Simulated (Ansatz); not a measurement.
Given:

Al2Cu:
```
CELL_PARAMETERS angstrom
     -2.02472     2.02472     2.86297
      2.02472    -2.02472     2.86297
      2.02472     2.02472    -2.86297
ATOMIC_POSITIONS crystal
  Al 0.75000 0.25000 0.50000
  Al 0.25000 0.75000 0.50000
  Cu 0.50000 0.50000 0.00000
```

This is the PBEsol-relaxed structure.

Q: All from the program Ansatz at the PBEsol level (PAW), unless another level is named. Give the bulk modulus (Birch–Murnaghan fit).

A: 104 GPa.

Q: Next, the highest zone-centre frequency?

A: 287 cm⁻¹.

Space group Fm-3m (fluorite or antifluorite type). The first step of the workflow began from a Materials Project structure, measured or hypothetical; the Crystallography Open Database copy checked does not list it. It is not the phase usual at ambient conditions (space group No. 140). The cell was relaxed with PBEsol under the symmetry of its start; of distortions, only those at the zone centre were tested. No spin polarisation was allowed. As this level gives no gap, phonon frequencies hold no LO–TO term and depend on the k-mesh and smearing (Fermi–Dirac, 0.1 eV here).

Potentials: the later of the program's two PAW sets.
